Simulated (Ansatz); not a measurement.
Values for one crystal, relaxed and computed with DFT-LDA in the program Ansatz with PAW potentials; other levels are named.

Volume per atom: 9.11 Å³
Band gap: 3.37 eV (indirect)
Zero-point energy: 66.6 meV/atom
Highest zone-centre frequency (without LO–TO term): 630 cm^-1
Electronic dielectric constant ε∞ (DFPT): 3.73 (xx = yy), 3.65 (zz)
Dynamical stability on the path: stable (no imaginary branch)
Smallest direct gap on the standard path: 3.46 eV

Which of these materials gives this?
A. MgS, zinc blende
B. Mg2ZnO3, P-3m1 (Mg on 2d, Zn on 1a, O on 2d, O on 1b)
C. GaN, wurtzite
D. TlCl, CsCl type

B, Mg2ZnO3, P-3m1 (Mg on 2d, Zn on 1a, O on 2d, O on 1b)

The first step of the workflow began from a Materials Project structure, measured or hypothetical; the Crystallography Open Database copy checked does not list it. With Mg and Zn taken as one species the cell has the higher symmetry Fm-3m, so it may be an ordered model of a mixed-site phase. Its standing as an ambient phase is unchecked. Symmetry was held in the LDA relaxation.

Potentials: the later of the program's two PAW sets.
